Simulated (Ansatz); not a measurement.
KLuS$_{2}$, DFT, LDA, PAW with Ansatz's default frozen-core files, scalar-relativistic (Ansatz 0.2.0), run on 1 thread of Arm Neoverse V2 on a shared host.

Structure from Materials Project entry mp-1007636 (possibly hypothetical), not relaxed further.

Command: `ansatz run input.yaml --threads 1 --pin off --max-ram 4096MiB --backend cpu --events-out ev --progress --plain --runs-dir out`

```yaml
crystal:
  lattice:
    - [1.9716465017, 1.1383306385, 7.29737826]
    - [-1.9716465017, 1.1383306385, 7.29737826]
    - [0.0, -2.276661277, 7.29737826]
  atoms:
    - { symbol: K, position: [0.0, 0.0, 0.0] }
    - { symbol: Lu, position: [0.5, 0.5, 0.5] }
    - { symbol: S, position: [0.7670399, 0.7670399, 0.7670399] }
    - { symbol: S, position: [0.2329601, 0.2329601, 0.2329601] }
kpoints:
  mp_grid: { grid: [7, 7, 7] }
  band_path:
    path:
      - [0.0, 0.0, 0.0]
      - [0.5, 0.5, 0.5]
      - [0.817111054, 0.182888946, 0.5]
      - [0.5, -0.182888946, 0.182888946]
      - [0.5, 0.0, 0.0]
      - [0.0, 0.0, 0.0]
      - [0.341444473, -0.341444473, 0.0]
      - [0.658555527, 0.0, 0.341444473]
      - [0.5, 0.0, 0.5]
    npoints: 14
scf:
  occupations: { method: fermi_dirac, width: 0.02 }
hamiltonian:
  xc: lda
  pseudopotentials: { kind: paw }
output:
  forces: true
  stress: true
  eigenvalues: true
  efg: { contact_densities: true }
  populations: true
  bader: true
  dos: { projected: true, de: 0.2, e_range: [-14, 8] }
  write_density: true
  write_potential: true
  elf: true
  volumetric_format: npy
```

Problem. How large is the problem that the program sets up?

Solution. 44 irreducible k-points, 1975 plane waves at Γ, 28 bands.

Problem. Estimate the wall time and the peak memory.

Solution. 36 s of wall time for 8 SCF iterations, with a peak of 0.49 GiB. Times on shared machines scatter by tens of per cent.

Problem. And the same cell and mesh by full-potential LAPW, asked for forces, stress, eigenvalues, populations, dos and the same band path, on the same hardware?

Solution. 64 s, peak memory 0.54 GiB.

Problem. And the same cell and mesh by all-electron PAW (datasets made for this crystal), asked for forces, stress, eigenvalues, efg and the same band path, on the same hardware?

Solution. 42 s, peak memory 0.84 GiB.
